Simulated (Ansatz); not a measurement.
Input, command and steps of an Ansatz relaxation.

```yaml
crystal:
  lattice:
    - [3.9523704176, 0.0, 0.0]
    - [-1.9761852088, 3.4228531868, 0.0]
    - [0.0, 0.0, 4.2675095871]
  atoms:
    - { symbol: Ca, position: [0.0, 0.0, 0.0] }
    - { symbol: Ta, position: [0.3333333333, 0.6666666667, 0.5] }
    - { symbol: Ta, position: [0.6666666667, 0.3333333333, 0.5] }
basis:
  ecutwfc: 420
kpoints:
  mp_grid: { grid: [6, 6, 4] }
hamiltonian:
  xc: pbe
scf:
  occupations: { method: gaussian, width: 0.1 }
  lower_state_search: "off"
output:
  forces: true
  stress: true
  eigenvalues: true
relax:
  adjacent_minimum: "off"
  f_tol: 0.04
  max_steps: 70
  cell: { stress_tol: 0.4 }
```

```bash
ansatz run input.yaml --threads 1 --pin off --max-ram 2560MiB --backend cpu --events-out ev --progress --plain --runs-dir out
```

All numbers below come from DFT PBE, scalar-relativistic, plane waves, PAW (Ansatz 0.2.0).

Of 14 frames 9 are shown, positions in Å and forces in eV/Å; the SCF threshold varies from step to step. Steps run on the plane waves of an earlier cell, with a Pulay correction in the pressure. The basis is chosen afresh for the last frame, the zero of the energies, and at times for earlier ones too; energy and pressure step there, also at an unchanged geometry. Here that happened at step 12 (-14 meV/atom, 0.9 GPa); the frames before carry an error of that size.

```xyz
3
Lattice="3.9524 0.0000 0.0000 -1.9762 3.4229 0.0000 0.0000 0.0000 4.2675" Properties=species:S:1:pos:R:3:forces:R:3 pbc="T T T" step=1 free_energy_over_end_meV_per_atom=1404.59 pressure_GPa=43.59
Ca    0.0000    0.0000    0.0000    0.0000    0.0000    0.0000
Ta    0.0000    2.2819    2.1338    0.0000    0.0000    0.0000
Ta    1.9762    1.1410    2.1338    0.0000    0.0000    0.0000
3
Lattice="4.1463 0.0000 0.0000 -2.0732 3.5908 0.0000 0.0000 0.0000 4.2837" Properties=species:S:1:pos:R:3:forces:R:3 pbc="T T T" step=2 free_energy_over_end_meV_per_atom=842.08 pressure_GPa=21.33
Ca    0.0000    0.0000    0.0000    0.0000    0.0000    0.0000
Ta    0.0000    2.3939    2.1418    0.0000    0.0000    0.0000
Ta    2.0732    1.1969    2.1418    0.0000    0.0000    0.0000
3
Lattice="4.4951 0.0000 0.0000 -2.2476 3.8929 0.0000 0.0000 0.0000 3.9636" Properties=species:S:1:pos:R:3:forces:R:3 pbc="T T T" step=4 free_energy_over_end_meV_per_atom=392.60 pressure_GPa=2.31
Ca    0.0000    0.0000    0.0000    0.0000    0.0000    0.0000
Ta    0.0000    2.5953    1.9818    0.0000    0.0000    0.0000
Ta    2.2476    1.2976    1.9818    0.0000    0.0000    0.0000
3
Lattice="4.5891 0.0000 0.0000 -2.2945 3.9742 0.0000 0.0000 0.0000 3.7555" Properties=species:S:1:pos:R:3:forces:R:3 pbc="T T T" step=5 free_energy_over_end_meV_per_atom=295.68 pressure_GPa=0.60
Ca    0.0000    0.0000    0.0000    0.0000    0.0000    0.0000
Ta    0.0000    2.6495    1.8777    0.0000    0.0000    0.0000
Ta    2.2945    1.3247    1.8777    0.0000    0.0000    0.0000
3
Lattice="4.7345 0.0000 0.0000 -2.3672 4.1002 0.0000 0.0000 0.0000 3.3401" Properties=species:S:1:pos:R:3:forces:R:3 pbc="T T T" step=7 free_energy_over_end_meV_per_atom=128.24 pressure_GPa=1.97
Ca    0.0000    0.0000    0.0000    0.0000    0.0000    0.0000
Ta    0.0000    2.7334    1.6701    0.0000    0.0000    0.0000
Ta    2.3672    1.3667    1.6701    0.0000    0.0000    0.0000
3
Lattice="4.8151 0.0000 0.0000 -2.4076 4.1700 0.0000 0.0000 0.0000 3.1357" Properties=species:S:1:pos:R:3:forces:R:3 pbc="T T T" step=8 free_energy_over_end_meV_per_atom=38.38 pressure_GPa=2.74
Ca    0.0000    0.0000    0.0000    0.0000    0.0000    0.0000
Ta    0.0000    2.7800    1.5679    0.0000    0.0000    0.0000
Ta    2.4076    1.3900    1.5679    0.0000    0.0000    0.0000
3
Lattice="4.9022 0.0000 0.0000 -2.4511 4.2454 0.0000 0.0000 0.0000 3.0467" Properties=species:S:1:pos:R:3:forces:R:3 pbc="T T T" step=10 free_energy_over_end_meV_per_atom=15.40 pressure_GPa=0.95
Ca    0.0000    0.0000    0.0000    0.0000    0.0000    0.0000
Ta    0.0000    2.8303    1.5233    0.0000    0.0000    0.0000
Ta    2.4511    1.4151    1.5233    0.0000    0.0000    0.0000
3
Lattice="4.9244 0.0000 0.0000 -2.4622 4.2646 0.0000 0.0000 0.0000 3.0444" Properties=species:S:1:pos:R:3:forces:R:3 pbc="T T T" step=11 free_energy_over_end_meV_per_atom=14.72 pressure_GPa=-0.08
Ca    0.0000    0.0000    0.0000    0.0000    0.0000    0.0000
Ta    0.0000    2.8431    1.5222    0.0000    0.0000    0.0000
Ta    2.4622    1.4215    1.5222    0.0000    0.0000    0.0000
3
Lattice="4.9445 0.0000 0.0000 -2.4723 4.2821 0.0000 0.0000 0.0000 3.0383" Properties=species:S:1:pos:R:3:forces:R:3 pbc="T T T" step=14 free_energy_over_end_meV_per_atom=0.00 pressure_GPa=0.11
Ca    0.0000    0.0000    0.0000    0.0000    0.0000    0.0000
Ta    0.0000    2.8547    1.5192    0.0000    0.0000    0.0000
Ta    2.4723    1.4274    1.5192    0.0000    0.0000    0.0000
```

The start puts this composition into another compound's structure type, which needn't suit it. At the end the space group is P6/mmm (tolerance 0.05 Å).

Time: 13 s on 1 thread of Intel(R) Xeon(R) 6975P-C (Granite Rapids), with other jobs on the host, peak memory 0.38 GiB.

The k mesh is coarse. Spin–orbit coupling is left out, which can shift energies with elements as heavy as these.